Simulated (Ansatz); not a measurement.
The slice is one period of a (1 -1 0 0) plane through atoms; its size isn't given.

All values below come from PBE-D3(BJ) (plane waves to 420 eV, PAW, scalar-relativistic; Ansatz, a first-principles code). Near the nuclei the fields are pseudised (PAW); where an atom keeps semicore shells as valence, they peak there.

```
|@@%%**==--::........::--==**%%|
|##**++==--::..    ..::--==++**|
|++====--::..        ..::--====|
|==----::::..        ..::::----|
|::::::::..            ..::::::|
|........                ......|
|          ............        |
|        ....::::::::....      |
|      ....::::::::::::....    |
|      ..::::--------::::..    |
|      ..::::--------::::..    |
|      ..::------------::..    |
|      ..::------------::..    |
|      ..::::--------::::..    |
|    ....::::--------::::....  |
|    ....::::--------::::....  |
|........::::--------::::......|
|::::::::::::--------::::::::::|
|----::::::::::----::::::::::--|
|==--------::::::::::::--------|
|++====----::::::::::::----====|
|##**++==----::::::::----==++**|
|@@%%**==----::....::----==**%%|
|@@@@##++--::::....::::--++##@@|
```
Scale: ten equal steps from -1.59 (start of ' ') to 1.66 (end of '@'), in the order ' .:-=+*#%@'. Values: log₁₀ of the valence density in e/Å³. The map has 15 points along u (two characters each, u = 0 at the left) and 24 along v (v = 0 in the bottom row). The scale is logarithmic, as a density can span decades between atoms and voids.

```
|xxxx889988772200002277889988xx|
|778899998866220000226688999988|
|999999998844110000114488999999|
|999999885522000000002255889999|
|998877551100000000000011557788|
|554433110000001111000000113344|
|110000000011334444331100000000|
|000000001144667777664411000000|
|000000113366778888776633110000|
|000000114477888888887744110000|
|000000225577888888887755220000|
|000000225577888888887755220000|
|000000224466888888886644220000|
|000000113355777777775533110000|
|000000112244555555554422110000|
|000000112233333333333322110000|
|111111112222222222222222111111|
|333333222222222222222222223333|
|666666553333222222223333556666|
|777777775544222222224455777777|
|888888887755332222335577888888|
|556688888866332222336688888866|
|xxxx779988773311113377889977xx|
|xxxx669988773300003377889966xx|
```
Scale: ten equal steps from 0.02 (start of '0') to 0.86 (end of '9'), in the order '0123456789'. Values: electron localisation function (ELF). The map has 15 points along u (two characters each, u = 0 at the left) and 24 along v (v = 0 in the bottom row). Points within 0.5 Å of a nucleus are blanked (x), as the pseudised field means little there.

Problem. Which relaxed crystal do these maps come from?
A) SnSe₂ (CdI2 type)
B) ZrS₂ (CdI2 type)
C) TiS₂ (CdI2 type)

Solution. A, SnSe₂ (CdI2 type). Atoms on the slice: Se at (0.00, 0.00)

All were relaxed with their symmetry unable to fall. At this level the bands of TiS2 touch or barely overlap. TiS2 is run without spin polarisation. ZrS2 is run without spin polarisation.
